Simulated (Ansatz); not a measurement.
BiB:
```xyz
2
Lattice="0.0000 2.7450 2.7450 2.7450 0.0000 2.7450 2.7450 2.7450 0.0000" Properties=species:S:1:pos:R:3 pbc="T T T"
Bi     4.1175     4.1175     4.1175
B      0.0000     0.0000     0.0000
```

Tensor components refer to the Cartesian frame of this cell.

### Question
Give the proper piezoelectric stress tensor with relaxed ions from DFT-r²SCAN in the program Ansatz with PAW potentials.

### Answer
In C/m², rows x, y, z, Voigt columns; mesh uncertainty up to 0.02.
```
0.00  0.00  0.00  0.17  0.00  0.00
0.00  0.00  0.00  0.00  0.17  0.00
0.00  0.00  0.00  0.00  0.00  0.17
```

The elastic tensor of the same run (GPa):

```
 147  46.8  46.8   0.0   0.0   0.0
46.8   147  46.8   0.0   0.0   0.0
46.8  46.8   147   0.0   0.0   0.0
 0.0   0.0   0.0  80.5   0.0   0.0
 0.0   0.0   0.0   0.0  80.5   0.0
 0.0   0.0   0.0   0.0   0.0  80.5
```

### Question
Convert to strain constants d = e·S.

### Answer
In pC/N:
```
0.0  0.0  0.0  2.1  0.0  0.0
0.0  0.0  0.0  0.0  2.1  0.0
0.0  0.0  0.0  0.0  0.0  2.1
```

Space group F-43m (zinc blende). A made-up cell: these elements were put on the sites of a structure type; neither database checked (COD, Materials Project) lists it. Whether it is the stable phase at ambient conditions was not checked. The r²SCAN relaxation kept the symmetry of its start; of distortions, only those at the zone centre were tested. Scalar-relativistic: spin–orbit coupling is off unless named, which matters more the heavier the elements.

Potentials: the later of the program's two PAW sets.
